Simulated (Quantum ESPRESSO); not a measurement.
pw.x input (Quantum ESPRESSO 7.5; PBEsol, PseudoDojo standard norm-conserving files, scalar-relativistic):

```
&CONTROL
  calculation = 'scf'
  pseudo_dir = './pseudo'
  outdir = './out'
  tprnfor = .true.
  tstress = .true.
/
&SYSTEM
  ibrav = 0
  nat = 4
  ntyp = 2
  ecutwfc = 88.0
  ecutrho = 352.0
  occupations = 'smearing'
  smearing = 'fd'
  degauss = 0.002
  nbnd = 14
/
&ELECTRONS
  conv_thr = 4e-10
/
ATOMIC_SPECIES
Be 9.0122 Be.upf
O 15.9990 O.upf
CELL_PARAMETERS angstrom
  2.690894115598   0.000000000000   0.000000000000
 -1.345447057799   2.330382663002   0.000000000000
  0.000000000000   0.000000000000   4.369209545000
ATOMIC_POSITIONS crystal
Be   0.333333333000   0.666666667000   0.999862254100
Be   0.666666666333   0.333333333667   0.499862254100
O   0.333333333000   0.666666667000   0.377637745900
O   0.666666666333   0.333333333667   0.877637745900
K_POINTS automatic
12 12 6 0 0 0
```

End of the output:

```

[...]
     the Fermi energy is     8.0161 ev
!    total energy              =    -121.97636837 Ry
     estimated scf accuracy    <          1.8E-11 Ry
     smearing contrib. (-TS)   =       0.00000000 Ry
     internal energy E=F+TS    =    -121.97636837 Ry
     The total energy is F=E-TS. E is the sum of the following terms:
     one-electron contribution =     -42.26322366 Ry
     hartree contribution      =      23.73178022 Ry
     xc contribution           =     -26.40039391 Ry
     ewald contribution        =     -77.04453102 Ry
     convergence has been achieved in  10 iterations
     Forces acting on atoms (cartesian axes, Ry/au):
     atom    1 type  1   force =    -0.00000000   -0.00000000    0.00000339
     atom    2 type  1   force =     0.00000000   -0.00000000    0.00000339
     atom    3 type  2   force =     0.00000000    0.00000000   -0.00000339
     atom    4 type  2   force =     0.00000000    0.00000000   -0.00000339
     Total force =     0.000007     Total SCF correction =     0.000000
     Computing stress (Cartesian axis) and pressure
          total   stress  (Ry/bohr**3)                   (kbar)     P=       -0.06
  -0.00000019  -0.00000000   0.00000000           -0.03       -0.00        0.00
  -0.00000000  -0.00000019   0.00000000           -0.00       -0.03        0.00
   0.00000000   0.00000000  -0.00000078            0.00        0.00       -0.11
```
In a gapped system the printed Fermi energy is only some level inside the gap.

Geometry relaxed with PBEsol.
